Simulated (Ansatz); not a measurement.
The calculation used DFT PBE, scalar-relativistic, plane waves, PAW in Ansatz 0.2.0. Settings: cutoff 420 eV, Γ-centred meshes spaced at most about 0.3 Å⁻¹, and about 0.25 Å⁻¹ or finer for metals (2π included), Gaussian smearing. Collinear spin in cells that started with moments and kept them past the coarse steps, no spin elsewhere.

These are static total energies at zero pressure.

Compare these two cells of Tl3Sb2Mo, each relaxed at this level.

A. (site moments Mo 1.7 μB)

```cif
data_structure
_symmetry_space_group_name_H-M 'R-3m:H'
_symmetry_Int_Tables_number 166
_cell_length_a 6.6119
_cell_length_b 6.6119
_cell_length_c 13.0441
_cell_angle_alpha 90.000
_cell_angle_beta 90.000
_cell_angle_gamma 120.000
_cell_volume 493.86
loop_
_atom_site_label
_atom_site_type_symbol
_atom_site_symmetry_multiplicity
_atom_site_Wyckoff_symbol
_atom_site_fract_x
_atom_site_fract_y
_atom_site_fract_z
_atom_site_occupancy
Tl1 Tl 9 d 0.83333 0.16667 0.16667 1
Sb1 Sb 6 c 0.33333 0.66667 0.05466 1
Mo1 Mo 3 a 0.00000 0.00000 0.00000 1
```

B. (site moments Sb -0.1 (×2); Mo 3.1 μB)

```cif
data_structure
_symmetry_space_group_name_H-M 'P6/mmm'
_symmetry_Int_Tables_number 191
_cell_length_a 5.8830
_cell_length_b 5.8830
_cell_length_c 6.1295
_cell_angle_alpha 90.000
_cell_angle_beta 90.000
_cell_angle_gamma 120.000
_cell_volume 183.72
loop_
_atom_site_label
_atom_site_type_symbol
_atom_site_symmetry_multiplicity
_atom_site_Wyckoff_symbol
_atom_site_fract_x
_atom_site_fract_y
_atom_site_fract_z
_atom_site_occupancy
Tl1 Tl 3 g 0.50000 0.00000 0.50000 1
Sb1 Sb 2 c 0.33333 0.66667 0.00000 1
Mo1 Mo 1 a 0.00000 0.00000 0.00000 1
```

Task: Which would you expect to be lower, and how large is the difference?

Result: A is lower, by 267 meV/atom. A has space group R-3m (No. 166), 27.4 Å³/atom and no gap on its mesh; B has space group P6/mmm (No. 191), 30.6 Å³/atom and no gap. Counting Sb atoms around Mo and Tl (those within 1.25 times the shortest such distance or 1.15 times the sum of covalent radii; the shortest distance is added where it is long for a bond), A has Tl 6 from 3.5 Å, Mo 6 from 3.9 Å and B has Tl 4 from 3.5 Å, Mo 6. A holds Sb–Sb pairs (shortest 2.92 Å); in B the shortest Sb–Sb distance is 3.40 Å, near bonding range too. The denser one is the lower, and pressure would at first widen the difference. Even the lower one lies +0.57 eV/atom against the reference forms of the elements (uncorrected), so neither is stable at this level. In A, around Tl lie 2 Mo at 2.89 Å, 4 Tl at 3.31 Å and 6 Sb at 3.46–3.61 Å; Sb has 1 Sb at 2.92 Å and 9 Tl at 3.46–3.61 Å; Mo is surrounded by 6 Tl at 2.89 Å. In B, around Tl lie 4 Tl at 2.94 Å and 4 Sb at 3.50 Å; around Sb lie 3 Mo at 3.40 Å, 3 Sb at 3.40 Å and 6 Tl at 3.50 Å; Mo has 6 Sb at 3.40 Å. Both come from invented guesses. A third cell relaxed alike, in P4/mmm, lies 84 meV/atom below the lower of the two.

These runs have no spin–orbit coupling, which can matter for Sb and Tl. Another magnetic order may lie lower. Cells relaxed within their symmetry can be saddle points.
